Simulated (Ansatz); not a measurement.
Vibrations of ScPt (Pm-3m) by finite displacements

```
CELL_PARAMETERS angstrom
3.26112 0.00000 0.00000
0.00000 3.26112 0.00000
0.00000 0.00000 3.26112
ATOMIC_POSITIONS crystal
Sc 0.50000 0.50000 0.50000
Pt 0.00000 0.00000 0.00000
```

Level of theory, where no other is named: PBEsol, all-electron LAPW in Ansatz 0.2.0, scalar-relativistic. k mesh 12×12×12, Fermi-Dirac smearing of 0.100 eV, basis error target 1 meV/atom. The cell was relaxed by PAW under this functional.

Atoms are displaced by 0.01 Å in the smallest supercells that hold the wave vectors of a 2×2×2 mesh. Negative values stand for unstable modes.

Task: What are the phonon energies at the solved wave vectors, in meV?

Result: 

```csv
q,point,modes (meV)
0.000 0.000 0.000,Gamma,20.63 (×3)
0.500 0.000 0.000,X,"8.32 (×2), 11.74, 19.14 (×2), 35.00"
0.500 0.500 0.000,M,"3.27 (×2), 4.19, 19.57, 29.62 (×2)"
0.500 0.500 0.500,R,"6.36 (×3), 31.62 (×3)"
```

Task: Is the structure dynamically stable at these wave vectors?

Result: Yes, no mode is unstable there; wave vectors off this mesh aren't tested.

Task: How do the optical zone-centre modes decompose, and which are active?

Result: Point group m-3m: Γ_opt = T1u.

```csv
label,meV,activity,mostly
T1u,20.63,IR,Sc (81 %)
```

In a metal the activity is that of symmetry alone; free carriers screen the infrared modes.

Task: How well do frozen-core PAW files reproduce these all-electron values?

Result: With a cutoff of 420 eV and displacements of 0.0025 Å, the r.m.s. difference over the modes is 0.1 cm⁻¹; the largest difference is 26.5 (PAW) against 26.3 cm⁻¹ (LAPW).

Caveats: responses of metals move with mesh and smearing; no spin-orbit coupling on heavy atoms; the frozen-core PAW files of the compared runs were fitted under PBE, their cores solved anew for this functional.
